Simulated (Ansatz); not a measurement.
**Tl (P6_3/mmc), two-dimensional strain map**

All numbers below come from Ansatz 0.2.0, DFT PBE, scalar-relativistic, plane waves, PAW. Cutoff 420 eV, Γ-centred 18×18×10 k-points, Gaussian smearing of 0.15 eV. Spin–orbit coupling is left out, which can shift energies with elements as heavy as these. No spin polarisation. Energies are free energies at this smearing, counted from the undisturbed cell; pressure is positive in compression.

Reference structure (as given, not relaxed at this level; it stands at 3.2 GPa):

```
Tl
1.0
     3.45600    0.00000    0.00000
    -1.72800    2.99298    0.00000
     0.00000    0.00000    5.52500
Tl
2
Direct
  0.33333 0.66667 0.25000
  0.66667 0.33333 0.75000
```

The cell is strained by p along both x and y and by q along z, fractional coordinates fixed. Points are written (p, q).

p was sampled at -0.080, -0.040, 0.000, 0.040, 0.080 and q at -0.080, -0.040, 0.000, 0.040, 0.080.

**Question.** Where on the computed points is the energy highest, and how high?

**Answer.** At (-0.080, -0.080): 437.2 meV/atom.

**Question.** Away from (0, 0), which computed point is lowest?

**Answer.** (0.040, 0.040): -24.2 meV/atom.

The map, in meV/atom:

```
 p \ q  -0.080  -0.040  0.000  0.040  0.080
-0.080   437.2   314.3  229.4  174.2  143.6
-0.040   220.7   131.5   76.3   44.0   28.7
 0.000    94.3    34.4    0.0  -13.0  -12.8
 0.040    28.0    -7.2  -24.1  -24.2  -11.5
 0.080     2.5   -12.4  -14.5   -4.3   16.6
```